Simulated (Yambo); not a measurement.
Yambo run on BaAlSiH (space group P3m1, No. 156). The wavefunctions are PBEsol (Quantum ESPRESSO, PseudoDojo norm-conserving, 72 Ry, with spin-orbit coupling) ones on a 3×3×2 mesh (18 occupied bands); a = b = 4.299 Å, c = 5.062 Å, α = β = 90.00°, γ = 120.00°.

Yambo input:

```
rim_cut
gw0
dyson
el_el_corr
HF_and_locXC
ppa
em1d
RandQpts= 1000000
RandGvec= 1 Ry
EXXRLvcs= 72 Ry
VXCRLvcs= 288 Ry
Chimod= "HARTREE"
% BndsRnXp
 1 | 130 |
%
NGsBlkXp= 8 Ry
% LongDrXp
 1.0 | 1.0 | 1.0 |
%
PPAPntXp= 27.2114 eV
% GbndRnge
 1 | 302 |
%
GTermKind= "BG"
DysSolver= "n"
ExtendOut
% QPkrange
 2 | 2 | 18 | 18 |
 3 | 3 | 18 | 19 |
 5 | 5 | 19 | 19 |
%
```

k points by index: 2 = A, 3 = (0, 0.333, 0), 5 = K.

Resulting energies as the program prints them:

```
#    K-point    Band    Eo [eV]    E [eV]    E-Eo [eV]    Vxc [eV]    Vnlxc [eV]    Sc|Eo [eV]    Sc|E [eV]    dSc/dw|Eo [eV]    Re(Z)    Im(Z)
#
    2    18    0.000000    -0.358780    -0.358780    -10.15327    -11.45247    0.833204    0.940426    -8.130340    0.769947    -0.001725
    3    18    -0.618021    -0.904262    -0.286241    -9.551999    -10.55511    0.632930    0.716868    -7.977594    0.773289    -0.001734
    3    19    1.040547    1.070558    0.030011    -9.194993    -5.671672    -3.484888    -3.493310    -7.605001    0.781565    -0.001662
    5    19    1.032397    1.103366    0.070969    -9.251703    -5.667208    -3.494074    -3.513526    -7.445254    0.785167    -0.001648
```
(The two width columns are left out.) Convergence of these settings isn't established.

Geometry relaxed with PBEsol.

The structure is a Materials Project entry; no match was found in the copy of COD used, and its stability was not checked.
